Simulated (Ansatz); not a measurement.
Values for one crystal, relaxed and computed with PBEsol (plane waves, PAW; program Ansatz); other levels are named.

| Item | Value |
|---|---|
| Volume per atom | 11.31 Å³ |
| Electronic character | metallic (no gap) |
| Poisson's ratio | 0.34 |
| Hill bulk and shear moduli | 168 and 60.3 GPa |
| Young's modulus | 162 GPa |
| Debye temperature from the elastic constants | 379 K |
| Elastic constants (relaxed ions, GPa) | C11 = 210, C12 = 147, C44 = 93.8 |

Problem. Which of these materials gives this?
A) Ni, fcc (Cu type)
B) Au, fcc (Cu type)
C) Rh, fcc (Cu type)
D) Cu, fcc (Cu type)

Solution. D, Cu, fcc (Cu type)

Space group Fm-3m (fcc (Cu type)). The PBEsol relaxation kept the symmetry of its start. The run is not spin-polarised. As this level gives no gap, shear constants depend on the k-mesh and smearing (Fermi–Dirac, 0.1 eV here).

Potentials: the earlier of the program's two PAW sets.
